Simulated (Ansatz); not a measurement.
CrO₂ (rutile)

```xyz
6
Lattice="4.4446 0.0000 0.0000 0.0000 4.4446 0.0000 0.0000 0.0000 2.9209" Properties=species:S:1:pos:R:3 pbc="T T T"
Cr     0.0000     0.0000     0.0000
Cr     2.2223     2.2223     1.4604
O      1.3493     1.3493     0.0000
O      3.5715     0.8730     1.4604
O      0.8730     3.5715     1.4604
O      3.0953     3.0953     0.0000
```

In each cell atom 2 (Cr, nearest neighbour O at 1.908 Å; its periodic images, 2.9 Å or more away, move with it) moves by s·(0.707, 0.707, 0.000) (along Cartesian [110]), the rest being held.

These are PBE (plane waves to 420 eV, PAW, scalar-relativistic; Ansatz, an electronic-structure program) values and carry that method's errors. k mesh 9×9×13 (Γ-centred), Fermi-Dirac smearing 0.05 eV. The energy includes the smearing's −TS. With partly filled bands, energies and forces of such displacements shift with the k mesh and the smearing. CrO2 is run spin-polarised and with no Hubbard U. CrO2 was relaxed with its symmetry unable to fall. Relaxed CrO2 ends ferromagnetic. Other magnetic orders were not checked, so this need not be the ground state. The zero of ΔE is the undisplaced structure. The last digit holds for this mesh only.

| s (Å) | ΔE (meV/cell) |
|---|---|
| -0.570 | 3656.2 |
| -0.456 | 2413.6 |
| -0.342 | withheld |
| -0.228 | 620.7 |
| -0.114 | 154.8 |
| 0.000 | 0.0 |
| 0.114 | 154.8 |
| 0.228 | 620.7 |
| 0.342 | withheld |
| 0.456 | 2413.6 |
| 0.570 | 3656.2 |

**Question.** Fit an even polynomial form (powers 2, 4, 6) to the given rows and predict ΔE at s = -0.342.

**Answer.** Least squares on the 9 given rows: ΔE = (12000)·s² + (-1192)·s⁴ + (-3448)·s⁶, in meV/cell with s in Å; root-mean-square residual 0.97 meV/cell. At -0.342 the fit gives 1381.7 meV/cell; the calculation gives 1385.6 meV/cell, so the interpolation is off by -3.9 (-0.3 %). The quadratic term alone would give 1403.6 meV/cell.

(For displaced atoms, the force is minus the slope of the energy, and its curvature is a force constant, which sets phonon frequencies.)
